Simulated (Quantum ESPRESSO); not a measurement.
# AsSi2O5N: convergence and cost over cutoff and k mesh

Computed values, not a measurement. The program is pw.x of Quantum ESPRESSO 7.5 (plane-wave density functional theory). The cell is made up: 9 atoms on a quartz lattice, with randomly drawn elements, strain and displacements, not relaxed. PseudoDojo standard norm-conserving files (v0.5 for PBE, v0.4.1 for LDA and PBEsol) set the functional; there is no spin polarisation, spin-orbit coupling or dispersion term, and the masses in the input are unused placeholders.

Input of the run in row 4:

```
&control calculation='scf', pseudo_dir='./dojo.nc.sr.pbe.v0_5.standard.upf', outdir='./o', disk_io='low', tprnfor=.true., tstress=.true. /
&system ibrav=0, nat=9, ntyp=4, nbnd=35, ecutwfc=84.00895049, nosym=.true., tot_charge=0,
 occupations='smearing', smearing='fd', degauss=0.0018374661
/
&electrons conv_thr=7.350e-09, electron_maxstep=60, /
ATOMIC_SPECIES
As 1.0 As.upf
N 1.0 N.upf
O 1.0 O.upf
Si 1.0 Si.upf
CELL_PARAMETERS angstrom
4.8876 -0.0425 -0.0341
-2.4806 4.4097 -0.0172
-0.0376 -0.0437 5.5327
ATOMIC_POSITIONS angstrom
As 2.2498 -0.029 3.6568
Si -1.1547 2.0986 1.8552
Si 1.2488 2.2919 -0.0065
O 1.3252 1.1595 4.3092
N 3.2424 0.6532 2.489
O 2.6728 2.5587 0.6424
O 0.2916 1.8053 1.1665
O -1.1684 3.1519 3.0269
O 0.7374 3.7162 4.802
K_POINTS automatic
5 5 4 1 1 1
```

The same cell was run at these settings. Meshes are shifted by half a step, and differences are from the last row, which is itself not exact.

```
cutoff (eV)     k mesh  k points solved  threshold (eV)  free energy less the last row's (eV)  pressure (GPa)  largest stress difference (GPa)  largest force difference (eV/Å)  iterations  wall time (s)  k-point pools              processor
        800  2 x 2 x 2                4           1e-04                                 3.360          -27.23                            37.71                            0.143           8              9              4  AMD EPYC, Zen 5 class
       1143  1 x 1 x 1                1           1e-07                                 0.188           10.79                             1.75                            1.003          12             12              4  AMD EPYC, Zen 5 class
        762  5 x 5 x 4               50           1e-07                                 5.966          -48.54                            59.04                            0.241          11             34              4  AMD EPYC, Zen 5 class
       1143  5 x 5 x 4               50           1e-07                                 0.003           10.39                             0.02                            0.002          12             63              4  AMD EPYC, Zen 5 class
       1437  7 x 7 x 6              147           1e-07                                 0.000           10.40                             0.00                            0.000          12            288              4  AMD EPYC, Zen 5 class
```

Each pool is one process. Wall times include start-up and a band step at six k points, which weighs most on the coarsest meshes. The runs were on shared virtual cores whose load varied, so times are rough.